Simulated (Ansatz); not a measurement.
OsRu:
```yaml
crystal:
  lattice:
    - [2.71796, 0.00000, 0.00000]
    - [-1.35898, 2.35382, 0.00000]
    - [0.00000, 0.00000, 4.29931]
  atoms:
    - { symbol: Ru, position: [0.00000, 0.00000, 0.00000] }
    - { symbol: Os, position: [0.33333, 0.66667, 0.50000] }
```

Relaxed with r²SCAN. Special points in fractions of this cell's reciprocal vectors: Γ (0.000, 0.000, 0.000); M (0.500, 0.000, 0.000); K (0.333, 0.333, 0.000); A (0.000, 0.000, 0.500); L (0.500, 0.000, 0.500); H (0.333, 0.333, 0.500).

### Question
List the band energies nearest the Fermi level at these points for the program Ansatz at the r²SCAN level (PAW).

### Answer
In eV from the Fermi level; about four levels below and three above (degenerate sets whole), none deeper than 8.9 eV; … stands for higher levels left out; points with the same levels are listed once.

```tsv
k	below	above
Γ	-2.19 -2.19 -1.60 -1.60	0.61 …
M	-3.46 -2.49 -2.48 -1.78	1.44 2.36 2.64
K	-4.45 -3.40 -3.26 -1.30	1.10 1.37 1.74
A	-3.29 -3.29 -3.27 -3.05 -3.05	0.43 0.43 …
L	-5.35 -5.00 -1.37 -1.06	0.13 0.15 1.56
H	-3.48 -3.06 -1.45 -1.33	1.30 1.64 8.30
```

Space group P-6m2. The workflow started from a Materials Project entry (that database holds measured and hypothetical structures alike); the Crystallography Open Database copy checked does not list it. With Ru and Os taken as one species the cell has the higher symmetry P6_3/mmc, so it may be an ordered model of a mixed-site phase. Whether it is the stable phase at ambient conditions was not checked. The r²SCAN relaxation kept the symmetry of its start; its stability against distortions is not shown here. No spin polarisation was allowed. Spin–orbit coupling is left out wherever it is not named.

Potentials: the later of the program's two PAW sets.
